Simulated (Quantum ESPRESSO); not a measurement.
pw.x input (Quantum ESPRESSO 7.5; LDA, PseudoDojo standard norm-conserving files, scalar-relativistic):

```
&CONTROL
  calculation = 'scf'
  pseudo_dir = './pseudo'
  outdir = './out'
  tprnfor = .true.
  tstress = .true.
/
&SYSTEM
  ibrav = 0
  nat = 3
  ntyp = 2
  ecutwfc = 70.0
  ecutrho = 280.0
  occupations = 'smearing'
  smearing = 'fd'
  degauss = 0.002
  nbnd = 17
  assume_isolated = '2D'
/
&ELECTRONS
  conv_thr = 3e-10
/
ATOMIC_SPECIES
S 32.0600 S.upf
W 183.8400 W.upf
CELL_PARAMETERS angstrom
  3.123052757659   0.000000000000   0.000000000000
 -1.561526378830   2.704643025492   0.000000000000
  0.000000000000   0.000000000000  16.100000000000
ATOMIC_POSITIONS crystal
S   0.000000000000   0.000000000000  -0.096873097500
S   0.000000000000   0.000000000000   0.096873097500
W   0.666666666667   0.333333333333   0.000000000000
K_POINTS automatic
9 9 1 0 0 0
```

End of the output:

```
     total energy              =    -196.27920053 Ry
     estimated scf accuracy    <       0.00000054 Ry
     total energy              =    -196.27920078 Ry
     estimated scf accuracy    <       0.00000027 Ry
     total energy              =    -196.27920081 Ry
     estimated scf accuracy    <          9.5E-09 Ry
[...]
     the Fermi energy is    -4.7660 ev
!    total energy              =    -196.27920081 Ry
     estimated scf accuracy    <          8.4E-11 Ry
     smearing contrib. (-TS)   =      -0.00000000 Ry
     internal energy E=F+TS    =    -196.27920081 Ry
     The total energy is F=E-TS. E is the sum of the following terms:
     one-electron contribution =   -1451.70905960 Ry
     hartree contribution      =     720.36680872 Ry
     xc contribution           =     -45.74848156 Ry
     ewald contribution        =     580.81153163 Ry
     convergence has been achieved in  11 iterations
     Forces acting on atoms (cartesian axes, Ry/au):
     atom    1 type  1   force =    -0.00000000   -0.00000000   -0.00002813
     atom    2 type  1   force =     0.00000000    0.00000000    0.00002813
     atom    3 type  2   force =     0.00000000    0.00000000    0.00000000
     Total force =     0.000040     Total SCF correction =     0.000020
     SCF correction compared to forces is large: reduce conv_thr to get better values
```
In a gapped system the printed Fermi energy is only some level inside the gap.

Spin-orbit coupling is not included.

Geometry relaxed with LDA.
